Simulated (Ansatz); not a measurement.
TlBr:
```
CELL_PARAMETERS angstrom
      4.56180     0.00000     0.00000
     -2.28090     3.95063     0.00000
      0.00000     0.00000     4.29596
ATOMIC_POSITIONS crystal
  Tl 0.00000 0.00000 0.00000
  Br 0.66667 0.33333 0.50000
```

DFT-PBE+D3(BJ) in the program Ansatz with PAW potentials gives a gap of 2.35 eV without spin–orbit coupling, maximum at A, minimum at A.

**Question.** What happens when spin–orbit coupling is switched on?

**Answer.** The gap shrinks by 0.48 eV, to 1.87 eV; maximum at K, minimum at H.

**Question.** Give the electron effective mass with spin–orbit coupling.

**Answer.** 0.44, 0.49, 0.49 mₑ (principal values).

**Question.** Give the hole effective mass with spin–orbit coupling.

**Answer.** 0.46, 0.59, 0.59 mₑ (principal values).

Space group P-6m2. The cell is a constructed one: a structure type filled with these elements; neither database checked (COD, Materials Project) lists it. COD files the formula under space group No. 221, so this cell is another polymorph or a model. Its standing as an ambient phase is unchecked. The PBE+D3(BJ) relaxation kept the symmetry of its start; phonons on a q-mesh show no instability.

Potentials: the later of the program's two PAW sets.
